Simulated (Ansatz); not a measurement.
# Mg2FeH6: the gap against volume

Mg2FeH6, Fm-3m, a = 6.359 Å. The structure is a COD entry; whether it is the stable form wasn't checked. Ansatz: r2SCAN, PAW, 500 eV, Γ-centred 8×8×8 mesh on 9 atoms, Gaussian smearing 0.02 eV; no spin polarisation. Shape and atoms are relaxed at each volume; x = ln(V/V0) with V0 = 7.143 Å³/atom. The gap is read at the mesh points alone.

```tsv
x	gap y (eV)
-0.0619	2.535
-0.0305	2.505
0.0000	2.476
0.0296	2.449
0.0583	?
```

Problem. Fit a straight line to the other rows, give the volume deformation potential of the gap and its pressure coefficient, and predict the missing gap. B0 = 85.3 GPa.

Solution. Means x = -0.01570, y = 2.4912; Σ(Δx)² = 0.004652, ΣΔxΔy = -0.004378; the slope is their ratio. y = 2.4765 − 0.94111 x. The slope is the deformation potential a = dE_g/d ln V = -0.94 eV, and dE_g/dP = −a/B0 = 11.0 meV/GPa. At x = 0.0583 the fit asked for gives 2.422 eV. The run gave 2.423 eV, so the fit is 0.001 eV too low, a small miss on the scale of the series. The form still works here, 31 % of the fitted range beyond its end.

Semilocal functionals give gaps under the measured ones; changes of the gap mostly carry over better.